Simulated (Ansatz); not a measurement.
LiF:
```xyz
4
Lattice="3.2802 0.0000 0.0000 -1.6401 2.8407 0.0000 0.0000 0.0000 3.9972" Properties=species:S:1:pos:R:3 pbc="T T T"
Li     0.0000     1.8938     2.9979
F      1.6401     0.9469     2.9979
F      0.0000     1.8938     0.9993
Li     1.6401     0.9469     0.9993
```

Relaxed with r²SCAN.

### Question
Give the Bader charges and basin volumes of the independent atoms, r²SCAN (plane waves, PAW; program Ansatz).

### Answer


```tsv
atom	Bader charge (e)	Bader volume (Å³)
Li1	+0.91	2.8
F2	-0.91	15.8
```

Space group P6_3/mmc. The start of the workflow was typed in or built on a structure type; neither database checked (COD, Materials Project) lists it. It is not the phase usual at ambient conditions (space group No. 225). Symmetry was held in the r²SCAN relaxation; its stability against distortions is not shown here.

Potentials: the earlier of the program's two PAW sets. The files were generated under PBE; for other functionals the program regenerates the frozen cores, and for LDA and PBEsol the local potential too.
